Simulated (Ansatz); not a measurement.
Here is the system:

YB3C3:
```cif
data_C6B6Y2
_chemical_formula_sum 'Y2 B6 C6'
_space_group_name_H-M_alt 'Pm-3n'
_space_group_IT_number 223
_space_group_name_Hall '-P 4n 2 3'
_cell_length_a 4.80125
_cell_length_b 4.80125
_cell_length_c 4.80125
_cell_angle_alpha 90.000
_cell_angle_beta 90.000
_cell_angle_gamma 90.000
loop_
_atom_site_label
_atom_site_type_symbol
_atom_site_symmetry_multiplicity
_atom_site_Wyckoff_symbol
_atom_site_fract_x
_atom_site_fract_y
_atom_site_fract_z
_atom_site_occupancy
Y1 Y 2 a 0.00000 0.00000 0.00000 1
B1 B 6 d 0.00000 0.25000 0.50000 1
C1 C 6 c 0.00000 0.50000 0.25000 1
```

This is the r²SCAN-relaxed structure.

Q: All from plane-wave PAW r²SCAN (Ansatz code), unless another level is named. Estimate the hole effective mass, band 2 of 3 at the edge.

A: 1.2 along [100], 0.44 along [110], 0.56 along [111] (mₑ).

Q: What about the formation energy from the elements (no fitted shifts)?

A: -0.12 eV/atom.

Q: And the band gap?

A: 0.36 eV (indirect).

Q: And the smallest direct gap on the standard path?

A: 1.59 eV.

Q: And the conduction-band minimum?

A: at M (3 equivalent valleys).

Q: Give the valence-band maximum.

A: at Γ.

The start of the workflow was typed in or built on a structure type; neither database checked (COD, Materials Project) lists it. Its standing as an ambient phase is unchecked. The r²SCAN relaxation kept the symmetry of its start; whether a distortion lowers the energy is not shown. No spin polarisation was allowed. The references are the lowest solids computed at this level, not always the standard phases. Scalar-relativistic: spin–orbit coupling is off unless named, which matters more the heavier the elements.

Potentials: the earlier of the program's two PAW sets.
